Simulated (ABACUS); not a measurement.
A self-consistent single point of Ti (P6_3/mmc, 2 atoms in the cell; from Materials Project mp-46, changed as shown) with ABACUS.

Level of theory: PBE, PseudoDojo 0.5 standard norm-conserving PBE (tails mended) pseudopotentials (plane waves; ABACUS).

The change in words: lattice scaled by 0.985. Reference geometry (P6_3/mmc):
```
Ti
1.0
    2.93573     0.00000     0.00000
   -1.46786     2.54242     0.00000
    0.00000     0.00000     4.64086
Ti
2
Cartesian
  0.00000   1.69495   1.16021
  1.46787   0.84747   3.48064
```

Reference input (self-consistent single point, DFT, PBE, plane waves, PseudoDojo 0.5 standard norm-conserving PBE (tails mended) pseudopotentials): KPT = Gamma 10 10 6 0 0 0; basis_type = pw; ecutwfc = 84 Ry; smearing_method = mp; smearing_sigma = 0.00734986 Ry; potentials = PseudoDojo 0.5 standard norm-conserving PBE (tails mended); symmetry = 1; symmetry_prec = 1e-05; ks_solver = cg; scf_nmax = 100; scf_thr = 1.0e-09 Ry; mixing_type = pulay. This run's input differs from it in these lines:

```diff
@@ -22,8 +22,8 @@
 LATTICE_CONSTANT
-5.547726
+5.46451
 
 LATTICE_VECTORS
-   0.9999999416    0.0000000000    0.0000000000
-  -0.4999999708    0.8660254354    0.0000000000
-   0.0000000000    0.0000000000    1.5808196697
+   0.9999999444    0.0000000000    0.0000000000
+  -0.4999999722    0.8660255410    0.0000000000
+   0.0000000000    0.0000000000    1.5808196669
```

The program printed (abridged):

```
 SELF-CONSISTENT
 -------------------------------------------
                                 init_chg = atomic

 PW ALGORITHM --------------- ION=   1  ELEC=   1--------------------------------
 Notice: Threshold on eigenvalues was too large.

 Density error is 0.078724490018
                          Error Threshold = 0.000118513369343
 E_KohnSham     -237.3912607457      -3229.8738015450
 E_Fermi        1.0779291434         14.6659783907

 PW ALGORITHM --------------- ION=   1  ELEC=   2--------------------------------

 Density error is 0.0232147556719
                          Error Threshold = 0.000328018708408
   [... lines left out ...]

 Density error is 1.73374852992e-09
                          Error Threshold = 1.90611035308e-11
 E_KohnSham     -237.4190904676      -3230.2524443369
 E_Fermi        1.0422882382         14.1810589978

 PW ALGORITHM --------------- ION=   1  ELEC=  10--------------------------------

 Density error is 3.29138188142e-10
                          Error Threshold = 7.22395220802e-12
 E_KohnSham     -237.4190904676      -3230.2524443363
 E_KS(sigma->0) -237.4190453515      -3230.2518305013
 E_entropy(-TS) -0.0001353481        -0.0018415050
 E_Fermi        1.0422844755         14.1810078039
 charge density convergence is achieved
 final etot is -3230.2524443 eV
 EFERMI = 14.181007804 eV

 STATE ENERGY(eV) AND OCCUPATIONS    NSPIN == 1
   [... 19 lines left out ...]

 TOTAL-FORCE (eV/Angstrom)
                       Ti1         0.0000000000         0.0000000000         0.0000000000
                       Ti2         0.0000000000         0.0000000000         0.0000000000

 TOTAL-STRESS (KBAR)
        62.0635598163         0.0000000000         0.0000000000
         0.0000000000        62.0635332478         0.0000000000
        -0.0000000000        -0.0000000000        58.1200100336
 TOTAL-PRESSURE: 60.749034 KBAR

 --------------------------------------------
 !FINAL_ETOT_IS -3230.2524443363040518 eV
 --------------------------------------------
```

The run converged in 10 iterations. Against the reference run the free energy rises by 15.6 meV/atom and the pressure goes from 0.57 to 6.07 GPa.

This run is one point of a test of settings, so its values need not be converged; read them against the reference run alone. The structure comes from a collection of computed structures, made at another level of theory; the collection holds predicted forms beside known ones. No clean gap shows at this smearing width and mesh (spacing up to 0.25 Å⁻¹); the mesh is coarse for partly filled bands, so the values carry mesh errors.

Cost on one core: about 70 core-seconds (a rough figure).

“Tails mended”: in these copies of the files the far tail of each local potential was reset to the Coulomb form.
